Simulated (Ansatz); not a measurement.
## MnIr₃ (P6_3/mmc): electronic heat capacity from the density of states

Theory: DFT PBEsol, scalar-relativistic, plane waves, PAW (Ansatz).

Settings: cutoff 420 eV, Γ-centred mesh 12×12×8 on the computed 8-atom cell, Gaussian smearing of 0.10 eV; collinear spin from starting moments 2.07 2.07 0 0 0 0 0 0 μB.

Relaxed cell: P6_3/mmc, a = 5.369 Å, b = 5.369 Å, c = 4.272 Å, α = 90.00°, β = 90.00°, γ = 120.00°, 8 atoms in the primitive cell. Whether it is the stable form of this composition wasn't checked.

The density of states at the Fermi level is 7.609 states/eV in the cell of 8 atoms (2 formula units; both spins, tetrahedra on a 18×18×12 mesh). The run ends with a moment of 3.11 μB a cell (largest on a site 1.88 μB), and the figure is for this state; a paramagnetic sample can have a quite different one. Another magnetic order, if the compound takes it, can change N(E_F) and the shape of the cell a good deal.

What Sommerfeld coefficient does this give?

Per formula unit N(E_F) = 3.804 states/eV. γ = (π²/3) k_B² N(E_F) N_A = 2.357 mJ/(mol K²) per state/eV, so γ = 9.0 mJ/(mol K²), a mole of formula units. This is the bare band result: a measured γ of the same phase and magnetic order is as a rule larger by a factor 1 + λ from phonons and spin fluctuations. N(E_F) at one energy is sensitive to the mesh where the density of states has sharp peaks.

Spin-orbit coupling is left out, which matters for the bands of heavy elements. Only parallel moments were tried here.

Only this magnetic start was tried.

Cost: 1 run of about 9.2 core-minutes, on Arm Neoverse V2 (shared hosts).